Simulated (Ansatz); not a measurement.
TiAl:
```yaml
crystal:
  lattice:
    - [2.81002, 0.00000, 0.00000]
    - [0.00000, 2.81002, 0.00000]
    - [0.00000, 0.00000, 4.06613]
  atoms:
    - { symbol: Al, position: [0.50000, 0.50000, 0.50000] }
    - { symbol: Ti, position: [0.00000, 0.00000, 0.00000] }
```

Relaxed with r²SCAN. Special points in fractions of this cell's reciprocal vectors: Γ (0.000, 0.000, 0.000); X (0.000, 0.500, 0.000); M (0.500, 0.500, 0.000); Z (0.000, 0.000, 0.500); R (0.000, 0.500, 0.500); A (0.500, 0.500, 0.500).

Q: List the band energies nearest the Fermi level at these points for r²SCAN (plane waves, PAW; program Ansatz).

A: In eV from the Fermi level; about four levels below and three above (degenerate sets whole), none deeper than 8.9 eV; points with the same levels are listed once.

```
k                          below           above
-  -----------------------------  --------------
Γ              -2.01 -0.98 -0.54  2.38 2.38 3.72
X        -4.91 -4.83 -1.82 -0.28  2.07 2.76 4.57
M  -0.57 -0.57 -0.42 -0.19 -0.19  4.38 5.64 6.34
Z              -8.11 -5.69 -0.80  0.75 2.01 2.01
R        -5.16 -3.30 -1.38 -1.32  1.56 2.12 2.52
A              -2.62 -2.42 -2.42  2.19 2.38 2.67
```

Space group P4/mmm (L1₀ or tetragonal B2). The r²SCAN relaxation kept the symmetry of its start; of distortions, only those at the zone centre were tested. No spin polarisation was allowed.

Potentials: the later of the program's two PAW sets.
